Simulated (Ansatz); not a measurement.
## Al3B2As (Cmmm)

These are results of DFT PBE, scalar-relativistic, plane waves, PAW in Ansatz 0.2.0, not measurements.

Cutoff 420 eV; k points 10×10×12 on the computed 6-atom cell (Γ-centred); Gaussian smearing, width 0.10 eV; no spin polarisation.

The structure is relaxed at this level of theory with its symmetry kept, and needn't be the ground state of this composition.

```
Al B As
1.0
     2.04574   -6.91345    0.00000
     2.04574    6.91345    0.00000
     0.00000    0.00000    3.47391
Al B As
3 2 1
Direct
  0.81596 0.18404 0.00000
  0.50000 0.50000 0.00000
  0.18404 0.81596 0.00000
  0.65327 0.34673 0.00000
  0.34673 0.65327 0.00000
  0.00000 0.00000 0.50000
```

Formation energy from the elements' standard states (uncorrected)?

+0.624 eV/atom.

Kohn–Sham band gap?

none (metal).

Density of states at the Fermi level?

3.9 states/eV per cell.

Orbital (Löwdin) character within 0.5 eV of the Fermi level?

B 2p 42 %, As 4p 29 %, Al 3p 17 %.

Bader charge by site (e)?

Al (2 in the cell) 1.86, Al (1 in the cell) 1.90, B (2 in the cell) -2.23, As (1 in the cell) -1.17.

Another cell of Al3B2As relaxed alike, in C2, lies 0.54 eV/atom lower, so this cell isn't the stable form at this level.

The cell was found from a structure generator's guess, not taken from experiment. Löwdin shares on free-atom orbitals overweight diffuse shells.
